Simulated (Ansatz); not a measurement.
Compressing TaGa$_{3}$: a fit and a missing row

TaGa$_{3}$, I4/mmm, a = 3.776 Å, c = 8.636 Å. The structure is a COD entry; whether it is the stable form wasn't checked. Ansatz: PBEsol, PAW, 420 eV, Γ-centred 16×16×16 mesh on 4 atoms, Gaussian smearing 0.10 eV; no spin polarisation. Shape and atoms are relaxed at each volume; pressure is positive in compression.

| V (Å³/atom) | P (GPa) |
| --- | --- |
| 13.546 | ? |
| 14.008 | 16.61 |
| 14.469 | 10.09 |
| 14.931 | 4.61 |
| 15.393 | 0.00 |
| 15.855 | -3.88 |
| 16.316 | -7.17 |
| 16.932 | -10.74 |

Take V0 = 15.393 Å³/atom, fit the third-order Birch–Murnaghan form to the other rows, and predict the missing pressure.

With the Eulerian strain f = ½[(V0/V)^(2/3) − 1] and y = P/[3f(1 + 2f)^(5/2)], the form is the line y = B0 + 1.5 B0 (B0′ − 4) f. Rows (f, y): 0.03244, 145.9; 0.02107, 144.0; 0.01026, 142.4; -0.00976, 139.2; -0.01904, 138.3; -0.03078, 136.3. Means f = 0.0006983, y = 141.02; Σ(Δf)² = 0.003004, ΣΔfΔy = 0.4501; the slope is their ratio. y = 140.9 + 149.8 f GPa, so B0 = 140.9 GPa and B0′ = 4 + 2 × (149.8)/(3 × 140.9) = 4.71. At V = 13.546, f = 0.04448, y = 147.56 and P = 24.37 GPa. The run gave 24.32 GPa, so the fit is 0.05 GPa too high, a small miss on the scale of the series.

Spin–orbit coupling is left out, which can shift energies with elements as heavy as these.

Cost: 8 runs of about 18 core-minutes in all, on Arm Neoverse V2 (shared hosts).